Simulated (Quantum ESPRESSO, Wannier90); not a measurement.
## Wannierisation of ZnHgTe2 (R3m)

```
CELL_PARAMETERS angstrom
     -2.27504     3.94048     0.00000
     -4.55008     0.00000     0.00000
     -2.27504     1.31349     7.41364
ATOMIC_POSITIONS crystal
  Zn 0.50043 0.50043 0.49871
  Hg 0.99905 0.99905 0.00284
  Te 0.87000 0.87000 0.38999
  Te 0.38050 0.38050 0.85850
```

Materials Project entry mp-1215476; symmetrised, unrelaxed at this level. Not found in the COD (Crystallography Open Database) copy used; not checked further. Level: PBEsol, no spin polarisation, no spin-orbit coupling; pw.x of Quantum ESPRESSO at 68 Ry with PseudoDojo potentials, 6×6×6 k-points, Wannier90. Density: 8×8×8 mesh, cold smearing 0.01 Ry. Spin-orbit coupling is left out although heavy elements are present.

Energies are relative to the Fermi level.

**Bands.** No gap over 0.05 eV opens at the Fermi level at this level of theory. 7 filled groups are cut off by gaps; the highest, bands 21–30, spans -6.94 to -6.08 eV and is Zn 3d 49 %, Hg 5d 47 %.

**Model.** 16 functions (Zn sp, Hg sp, Te sp) from bands 19-20,31-58, frozen to 1.50 eV, reach Ω_I = 32.44 Å² and follow pw.x to 2.9 meV rms (states up to 1.0 eV relative to the Fermi level). Bands 21–30 (Zn 3d 49 %, Hg 5d 47 %) lie between the kept ones and are excluded.

**Frozen window.** Edge, Ω_I and misfit go -1.5 eV, 31.86 Å², 45 meV; 0.5 eV, 32.13 Å², 20 meV; 1.0 eV, 32.20 Å², 4.9 meV; 1.5 eV, 32.44 Å², 2.9 meV. Ω_I never falls as the edge rises, since each frozen state takes freedom from the choice of the smoothest subspace. The edges under the compared range leave its upper states unfrozen, and their misfit is the largest.

**No window.** Without a frozen window Ω_I drops to 31.25 Å² while the misfit grows to 114 meV: a small spread is no proof of good bands.

**Outer window.** The setting "only the lowest 18 of the kept bands" raises Ω_I to 50.67 Å², as fewer states are left to mix in, and the misfit goes to 6.1 meV.

**Stops.** With the outer window to 7.55 eV the program stops (Energy window contains fewer states than number of target WFs).
